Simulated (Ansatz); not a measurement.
ScPd₃ (Cu3Au type, Pm-3m) at seven volumes, the program Ansatz at the PBEsol level (PAW), scaled uniformly. One row is withheld.

```csv
V (Å³/atom),P (GPa)
13.946,20.01
14.406,12.13
14.866,5.53
15.325,0.00
15.785,-4.62
16.245,-8.48
16.705,?
```

**Question.** Fit the shown pressures and predict the withheld one.

**Answer.** P = (3/2)B₀(x^(7/2) − x^(5/2))[1 + (3/4)(B′ − 4)(x − 1)] with x = (V₀/V)^(2/3). Least squares on the six rows gives V₀ = 15.326 Å³/atom, B₀ = 168 GPa, B′ = 4.91. At V = 16.705, x = 0.9442 and P = -11.72 GPa. The run itself gave -11.71 GPa.

The workflow started from a Materials Project entry (that database holds measured and hypothetical structures alike); the Crystallography Open Database files this formula in space group No. 221, but the cells were not matched. Whether it is the stable phase at ambient conditions was not checked. The cell was relaxed with PBEsol under the symmetry of its start; of distortions, only those at the zone centre were tested. The run is not spin-polarised.

Potentials: the later of the program's two PAW sets.
